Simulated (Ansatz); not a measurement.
The start is a randomly generated symmetric cell of SnSe (space group No. 38). A full variable-cell relaxation at zero pressure is run with r2SCAN (plane waves to 500 eV, PAW, scalar-relativistic; Ansatz, a quantum-chemistry and plane-wave program). First-step values are on the input's coarse k-mesh.

Ansatz input (later rounds restart from its end on a renewed k-mesh):
Ansatz 0.2 input:
```yaml
crystal:
  lattice:
    - [5.6948253, 0, 0]
    - [0, 3.1151017, 4.0104229]
    - [0, -3.1151017, 4.0104229]
  atoms:
    - { symbol: Se, position: [0, 0.65880883, 0.65880883] }
    - { symbol: Se, position: [0.5, 0.21887616, 0.21887616] }
    - { symbol: Sn, position: [0, 0.28376749, 0.28376749] }
    - { symbol: Sn, position: [0.5, 0.72107897, 0.72107897] }
basis: { ecutwfc: 500, ecutrho_ratio: 4, xc_grid: 4, fft_grid_basis: typed }
kpoints: { mp_grid: { grid: [4, 5, 5] } }
hamiltonian:
  xc: r2scan
  dispersion: none
  pseudopotentials: { kind: paw }
scf: { occupations: { method: fermi_dirac, width: 0.05 } }
relax: { f_tol: 0.01, max_steps: 100, cell: { stress_tol: 0.02 } }
output: { forces: true, stress: true }
```

Task: How large is the pressure on the unrelaxed cell, and of which sign?

Result: -3.1 GPa (negative: the cell is under tension).

Task: What is the largest force in the starting geometry, and on which atom (counted from 1)?

Result: 0.32 eV/Å, on Se1 (atoms numbered as listed).

Task: What symmetry does the relaxed structure have?

Result: The space group goes from Amm2 (No. 38) to I4mm (No. 107), with 2 atoms in the primitive cell.

Task: How much energy is released per atom?

Result: 0.29 eV/atom.

Task: What band gap does the relaxed structure have at this level?

Result: 0.44 eV, indirect (valence top at N, conduction bottom at 89 % of the way from P to N) (no spin-orbit coupling).

Task: What does it relax into? Give the structure.

Result: 
Space group I4mm (No. 107); a = b = 4.2612 Å, c = 6.0750 Å, α = β = γ = 90.00°

```csv
atom,site,symmetry,x,y,z
Se,2a,4mm,0.0000,0.0000,0.2960
Sn,2a,4mm,0.0000,0.0000,0.7627
```
(The calculation used a cell of 2 atoms; values per cell refer to that cell.)

Final values are on a 11×11×11 k-mesh of the relaxed cell. No spin polarisation in the result.

The run could not lose the symmetry of its start, so the end can be a saddle point.

The relaxed structure here is a generated cell of SnSe: the first start was made by a random draw of sites in a space group, and the end was not matched to a known phase here, so it may be hypothetical. Known forms of SnSe include space group No. 62.
